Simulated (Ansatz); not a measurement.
# RbGe$_{6}$: relaxed-ion elastic tensor

The calculation used Ansatz 0.2.0, DFT PBE, scalar-relativistic, plane waves, PAW. Settings: 420 eV plane-wave cutoff, Γ-centred 8×8×8 mesh, Fermi-Dirac smearing of 0.15 eV. No spin polarisation.

The cell, relaxed at this level:
```xyz
7
Lattice="-3.6014 3.6014 3.6014 3.6014 -3.6014 3.6014 3.6014 3.6014 -3.6014" Properties=species:S:1:pos:R:3 pbc="T T T"
Rb    0.0000    0.0000    0.0000
Ge    1.8007    0.0000    3.6014
Ge    0.0000    3.6014    1.8007
Ge    0.0000    1.8007    3.6014
Ge    1.8007    3.6014    0.0000
Ge    3.6014    0.0000    1.8007
Ge    3.6014    1.8007    0.0000
```

The cell was found from a structure generator's guess, not taken from experiment. In a metal, frequencies and elastic constants depend on the k mesh and the smearing, soft modes and shear constants most.

Question: Give the relaxed-ion elastic constants (GPa, Voigt order xx yy zz yz xz xy, on the Cartesian axes of the cell above).

Answer:
C11 = 81.3, C12 = 23.1, C13 = 23.1, C22 = 81.3, C23 = 23.1, C33 = 81.3, C44 = 7.1, C55 = 7.1, C66 = 7.1 GPa; the others vanish.

Question: Is the crystal stable against homogeneous strain?

Answer: Too close to call: the least eigenvalue is 7.1 GPa, within what the k mesh leaves open in a metal.
